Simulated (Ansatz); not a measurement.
## TiP₂O₇ — 17O NMR of the central transition

Cell: a computed structure from the Materials Project (it need not be an observed phase), taken as it stands.

Space group P2_1 (No. 4); a = 4.8463, b = 7.9965, c = 6.9876 Å, β = 106.01°.

```csv
site,Wyckoff,site symmetry,x,y,z
Ti,2a,1,0.7863,0.5487,0.2702
P3,2a,1,0.6096,0.8653,0.4946
P4,2a,1,0.7622,0.2875,0.8896
O7,2a,1,0.9746,0.7329,0.1693
O8,2a,1,0.8422,0.3936,0.0754
O9,2a,1,0.8486,0.9925,0.5452
O10,2a,1,0.7196,0.6899,0.4803
O11,2a,1,0.5799,0.3731,0.3659
O12,2a,1,0.4300,0.6404,0.0973
O13,2a,1,0.4174,0.9121,0.2770
```

One atom of each set is listed.

Computed with Ansatz: DFT, PBE, plane waves and PAW, scalar-relativistic, 420 eV cutoff, Γ-centred 5×3×4 k-points, Fermi–Dirac smearing 0.02 eV.

17O has I = 5/2 and Q = -25.58 mb (Pyykkö 2018); at 9.4 T its Larmor frequency is ν₀ = 54.3 MHz. Only the quadrupole interaction is simulated: positions count from each site's isotropic chemical shift, and shift anisotropy, dipolar and J coupling are left out.

Question: Simulate the second-order pattern (static powder, Gaussian broadening 2 kHz) of site O13 (2 P at 1.59–1.60 Å, angle 127°).

Answer: The calculation gives C_Q = -7.86 MHz and η = 0.49, so ν_Q = 1.18 MHz and the centre of gravity lies at -136 ppm (-7.37 kHz).

(offset (kHz), height): (-37.01, 0), (-35.16, 4), (-33.31, 29), (-31.45, 42), (-29.60, 44), (-27.74, 46), (-25.89, 48), (-24.03, 50), (-22.18, 53), (-20.33, 56), (-18.47, 61), (-16.62, 66), (-14.76, 75), (-12.91, 93), (-11.06, 100), (-9.20, 82), (-7.35, 74), (-5.49, 71), (-3.64, 69), (-1.79, 68), (0.07, 68), (1.92, 60), (3.78, 61), (5.63, 71), (7.49, 97), (9.34, 90), (11.19, 53), (13.05, 44), (14.90, 40), (16.76, 27), (18.61, 4), (20.46, 0)

At O13 V_zz runs parallel to the line that joins its two neighbours (within 1°).

At this cell the PBE pressure is 6 GPa, so with PBE the cell would grow if it were relaxed. The entry's cell may itself be off. The largest force is 0.7 eV/Å, so the atoms aren't at the calculated equilibrium and relaxing them would move these values.

The run took 1.7 min of wall time (1.7 min of CPU time) and 0.66 GiB at its peak, on 1 thread of Arm Neoverse V1 (aarch64; 8 cores open to the job, memory cap 2.5 GiB, no GPU), a shared host with a load of 0.3 a core.
